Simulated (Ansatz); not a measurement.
**Relaxing a structure of Si2Mo**

The start is a relaxed Si2Mo cell displaced along its unstable phonon at q = Γ (129i cm⁻¹), largest move 0.15 Å. The structure is fully relaxed (lattice and positions, P = 0) with r2SCAN (plane waves to 500 eV, PAW, scalar-relativistic; Ansatz, a first-principles code). The first steps use a coarse 9×9×13 k-mesh.

Initial structure:
```yaml
crystal:
  lattice:
    - [4.29463, 0.00000, 0.00000]
    - [-2.14731, 3.71926, 0.00000]
    - [0.00000, 0.00000, 2.57124]
  atoms:
    - { symbol: Mo, position: [0.00000, 0.00000, 0.96585] }
    - { symbol: Si, position: [0.33333, 0.66667, 0.55834] }
    - { symbol: Si, position: [0.66667, 0.33333, 0.55834] }
```

### Question
Which atoms feel the largest initial force, and how large is it?

### Answer
0.39 eV/Å, on Mo1 (atoms numbered as listed).

### Question
How much energy is released per atom?

### Answer
0.02 eV/atom.

### Question
Is the parent structure recovered?

### Answer
It does not go back: it reaches P6mm (No. 183), 0.05 eV/atom below the parent.

### Question
Is the relaxed structure metallic? Give its gap.

### Answer
No gap (metallic).

### Question
Write out the relaxed structure.

### Answer

Space group P6mm (No. 183); a = b = 4.337 Å, c = 2.601 Å, α = β = 90.00°, γ = 120.00°

```
atom  site  symmetry       x       y       z
----  ----  --------  ------  ------  ------
Mo      1a       6mm  0.0000  0.0000  0.9014
Si      2b       3m.  0.3333  0.6667  0.5906
```

Final values are on a 12×12×18 k-mesh of the relaxed cell. No spin polarisation in the result.

The run could not lose the symmetry of its start, so the end can be a saddle point.

The relaxed structure here is a generated cell of Si2Mo: the first start was made by placing the elements on the sites of a structure type, and the end was not matched to a known phase here, so it may be hypothetical. Known forms of Si2Mo include space group No. 139.
